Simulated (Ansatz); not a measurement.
ScPdN2:
```yaml
crystal:
  lattice:
    - [1.62768, 0.93974, 5.94169]
    - [-1.62768, 0.93974, 5.94169]
    - [0.00000, -1.87948, 5.94169]
  atoms:
    - { symbol: Sc, position: [0.50000, 0.50000, 0.50000] }
    - { symbol: Pd, position: [0.00000, 0.00000, 0.00000] }
    - { symbol: N, position: [0.89404, 0.89404, 0.89404] }
    - { symbol: N, position: [0.10596, 0.10596, 0.10596] }
```

Relaxed with r²SCAN. Special points in fractions of this cell's reciprocal vectors: Γ (0.000, 0.000, 0.000); T (0.500, 0.500, 0.500); H2 (0.817, 0.183, 0.500); H0 (0.500, -0.183, 0.183); L (0.500, 0.000, 0.000); S0 (0.342, -0.342, 0.000); S2 (0.658, 0.000, 0.342); F (0.500, 0.000, 0.500).

Task: List the band energies nearest the Fermi level at these points for DFT-r²SCAN in the program Ansatz with PAW potentials.

Result: In eV from the Fermi level; about four levels below and three above (degenerate sets whole), none deeper than 8.9 eV; points with the same levels are listed once.

```tsv
k	below	above
Γ	-0.96 -0.96 -0.24 -0.24	4.44 4.44 4.47
T	-2.73 -2.73 -2.60 -2.60	1.21 1.21 4.39 4.39
H2	-2.29 -1.96 -1.91 -0.59	0.11 1.07 4.42
L	-2.16 -2.10 -1.66 -0.04	0.47 1.20 3.12
S0	-2.23 -2.19 -1.66 -0.67	0.16 1.07 4.39
F	-1.42 -1.20 -1.19 -0.42	0.80 4.27 4.41
```

Space group R-3m. The start of the workflow was typed in or built on a structure type; neither database checked (COD, Materials Project) lists it. Its standing as an ambient phase is unchecked. Symmetry was held in the r²SCAN relaxation; whether a distortion lowers the energy is not shown. The run is not spin-polarised. With an odd number of electrons in the cell and no spin polarisation, the count alone makes it a metal. Spin–orbit coupling is left out wherever it is not named.

Potentials: the later of the program's two PAW sets.
